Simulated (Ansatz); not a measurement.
## What DFT gives for TiB2

```xyz
3
Lattice="3.0213 0.0000 0.0000 -1.5106 2.6165 0.0000 0.0000 0.0000 3.2199" Properties=species:S:1:pos:R:3 pbc="T T T"
Ti    0.0000    0.0000    0.0000
B    -0.0002    1.7444    1.6100
B     1.5105    0.8721    1.6100
```

Single point in Ansatz 0.2.0 with PBE, no spin polarisation. Cutoff 420 eV, PAW datasets, 10×10×8 Γ-centred k mesh, cold filling (width 0.0149 eV).

**Question.** Is the cell too large or too small?

**Answer.** The pressure is 2.3 GPa (compression positive), so with the atoms held at these fractions the cell would first expand.

**Question.** Are the atoms at rest?

**Answer.** The forces vanish by the symmetry of the sites.

**Question.** What happens at the Fermi level?

**Answer.** It is a metal, with about 0.2 states/eV a cell as the mean within 0.25 eV of the Fermi level, mostly Ti d (84 %) and B p (14 %).

**Question.** Give the Bader charges.

**Answer.** Bader charges in e: Ti +1.45, B -0.72. In the mean Ti gives up most and B takes most.

**Question.** Is it stable against the elements?

**Answer.** -1.06 eV an atom against the elements' usual phases (free molecules for gases, crystals otherwise, with no correction for O₂ or N₂), so it is bound against them; other compounds may still compete. Relaxing would lower it.

Origin: a database entry at a rescaled volume.
